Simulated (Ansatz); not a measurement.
# Al$_{3}$Cu$_{2}$ under pressure

These are results of DFT LDA, scalar-relativistic, plane waves, PAW in Ansatz, not measurements. Cutoff 420 eV, 12×12×8 k-points (Γ-centred), Fermi-Dirac smearing of 0.15 eV. No spin polarisation. Phonons by linear response, acoustic sum rule imposed.

Relaxed structure:
```cif
data_structure
_symmetry_space_group_name_H-M 'P-3m1'
_symmetry_Int_Tables_number 164
_cell_length_a 4.0581
_cell_length_b 4.0581
_cell_length_c 4.9352
_cell_angle_alpha 90.000
_cell_angle_beta 90.000
_cell_angle_gamma 120.000
_cell_volume 70.39
loop_
_atom_site_label
_atom_site_type_symbol
_atom_site_symmetry_multiplicity
_atom_site_Wyckoff_symbol
_atom_site_fract_x
_atom_site_fract_y
_atom_site_fract_z
_atom_site_occupancy
Al1 Al 1 a 0.00000 0.00000 0.00000 1
Al2 Al 2 d 0.33333 0.66667 0.35108 1
Cu1 Cu 2 d 0.33333 0.66667 0.84202 1
```

In a metal, frequencies and elastic constants depend on the k mesh and the smearing, soft modes and shear constants most.

Optical modes at Γ (cm⁻¹) at zero pressure: 126, 157, 189, 205, 277, 327, 329, 362.

Under hydrostatic pressure the same modes lie at 132, 162, 194, 212, 286, 338, 339, 372 cm⁻¹. What is the pressure, and how much has the cell shrunk?

## Answers

2 GPa; the volume is 1.6 % smaller.